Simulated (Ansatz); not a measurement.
Bi2S3:
```cif
data_Bi8S12
_chemical_formula_sum 'Bi8 S12'
_space_group_name_H-M_alt 'Pnma'
_space_group_IT_number 62
_space_group_name_Hall '-P 2ac 2n'
_cell_length_a 11.41671
_cell_length_b 3.98758
_cell_length_c 11.10426
_cell_angle_alpha 90.000
_cell_angle_beta 90.000
_cell_angle_gamma 90.000
loop_
_space_group_symop_operation_xyz
  'x, y, z'
  '-x, -y, -z'
  '-x+1/2, -y, z+1/2'
  'x+1/2, y, -z+1/2'
  'x+1/2, -y+1/2, -z+1/2'
  '-x+1/2, y+1/2, z+1/2'
  '-x, y+1/2, -z'
  'x, -y+1/2, z'
loop_
_atom_site_label
_atom_site_type_symbol
_atom_site_symmetry_multiplicity
_atom_site_Wyckoff_symbol
_atom_site_fract_x
_atom_site_fract_y
_atom_site_fract_z
_atom_site_occupancy
Bi1 Bi 4 c 0.48494 0.25000 0.32575 1
Bi2 Bi 4 c 0.15943 0.25000 0.53275 1
S1 S 4 c 0.28691 0.25000 0.19254 1
S2 S 4 c 0.04880 0.75000 0.37159 1
S3 S 4 c 0.12146 0.25000 0.94284 1
```

Relaxed with r²SCAN+D4. 

Task: HSE06 on this cell (Ansatz, a program for electronic structure, PAW) gives a gap of 2.02 eV. What does r²SCAN+D4 give?

Result: 1.67 eV.

Cost on shared cores: the r²SCAN+D4 run (SCF on a 3×7×3 mesh, then bands and DOS) around 27 core-minutes (rough), the HSE06 run (SCF on 2×4×2, then a few points) about 30 core-minutes (a rough figure); the tasks are unlike.

The cell was relaxed with r²SCAN+D4 under the symmetry of its start. Spin–orbit coupling is left out wherever it is not named.

Potentials: the later of the program's two PAW sets.

Ansatz is a plane-wave DFT program.
